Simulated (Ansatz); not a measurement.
Suppose Hf3F2 takes space group Pm-3m (No. 221), with Hf on 3d; F on 1a and 1b.

Level of theory: Ansatz, DFT PBE, scalar-relativistic, plane waves, PAW. Cutoff 420 eV, Γ-centred mesh, Gaussian smearing, no spin polarisation.

Energies over the elements count from the elements' standard structures at the same level (F₂ as a molecule), with no fitted energy shifts.

Question: Which cell and coordinates does it relax to?

Answer:

Space group Pm-3m (No. 221). a = 4.524 Å, b = 4.524 Å, c = 4.524 Å, α = 90.00°, β = 90.00°, γ = 90.00°
| atom | site | symmetry | x | y | z |
| --- | --- | --- | --- | --- | --- |
| Hf | 3d | 4/mm.m | 0.5000 | 0.0000 | 0.0000 |
| F | 1a | m-3m | 0.0000 | 0.0000 | 0.0000 |
| F | 1b | m-3m | 0.5000 | 0.5000 | 0.5000 |

Hf is surrounded by 2 F at 2.26 Å, 4 F at 3.20 Å and 8 Hf at 3.20 Å; F on its first site has 6 Hf at 2.26 Å; around F on its second site lie 12 Hf at 3.20 Å.

Question: And its energy and gap?

Answer: The formation energy is −0.18 eV/atom and the gap on the 8×8×8 mesh of the 5-atom cell is 0 eV (a metal). Whether it is stable depends on the other phases of the system, which aren't compared here.

The last run used Gaussian smearing of 0.10 eV. These runs have no spin–orbit coupling, which can matter for Hf. A structure relaxed within its symmetry needn't be a true minimum.
